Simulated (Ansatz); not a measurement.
Here is an unrelaxed guess for Rb₂BaWS₄.

```cif
data_structure
_symmetry_space_group_name_H-M 'P4/mmm'
_symmetry_Int_Tables_number 123
_cell_length_a 5.5440
_cell_length_b 5.5440
_cell_length_c 8.4418
_cell_angle_alpha 90.000
_cell_angle_beta 90.000
_cell_angle_gamma 90.000
_cell_volume 259.47
loop_
_atom_site_label
_atom_site_type_symbol
_atom_site_symmetry_multiplicity
_atom_site_Wyckoff_symbol
_atom_site_fract_x
_atom_site_fract_y
_atom_site_fract_z
_atom_site_occupancy
Rb1 Rb 2 h 0.50000 0.50000 0.25000 1
Ba1 Ba 1 a 0.00000 0.00000 0.00000 1
W1 W 1 b 0.00000 0.00000 0.50000 1
S1 S 2 f 0.50000 0.00000 0.00000 1
S2 S 2 e 0.50000 0.00000 0.50000 1
```

Computed with DFT PBE, scalar-relativistic, plane waves, PAW in Ansatz. Settings: cutoff 420 eV, Γ-centred mesh 4×4×2 on the computed 8-atom cell, Gaussian smearing of 0.10 eV; collinear spin from starting moments 0.0 0.0 0.0 0.0 0.0 0.0 0.0 0.0 μB.

The zero of energy is the elements' standard structures at the same level; no fitted shifts are applied.

Task: How far from equilibrium is it?

Result: The pressure is -2.6 GPa (the mean over three directions, positive in compression), the largest force is 0.01 eV/Å, and the energy is −0.25 eV/atom against the elements. The shortest distance is 2.77 Å.

Task: Is it a good guess?

Result: A fair one: relaxing gains under 0.1 eV/atom (the start's value is from the coarse mesh, so the gain is rough) in 7 ionic steps and ends at −0.29 eV/atom on the finer mesh. The symmetry stays P4/mmm (No. 123). The volume per atom shrinks by 0.6 %, from 32.4 to 32.2 Å³. The shortest distance goes from 2.77 Å (Ba–S and W–S) to 2.64 Å (Ba–S and W–S). The ratio c/a of the conventional cell changes by a factor of 1.14. Conventional cell: a = 5.290 Å, c = 9.217 Å. Rb is surrounded by 8 S at 3.48–3.54 Å and 4 Ba at 4.37 Å; Ba is surrounded by 4 S at 2.64 Å and 8 Rb at 4.37 Å; around W lie 4 S at 2.64 Å; S on its first site has 2 Ba at 2.64 Å and 4 Rb at 3.48 Å; 1 more site not described.

The last run used collinear spin, an 8×8×6 mesh (in the run's order of axes) for its 8-atom cell and Gaussian smearing of 0.10 eV. Spin–orbit coupling, which can matter for W, is left out. The reference form of S is held partly by dispersion forces, which this level lacks. The magnetic state reached may not be the lowest. The relaxation can't lower the symmetry of the start, and the grade says only how near the guess is to its own end. A structure relaxed within its symmetry needn't be a true minimum.
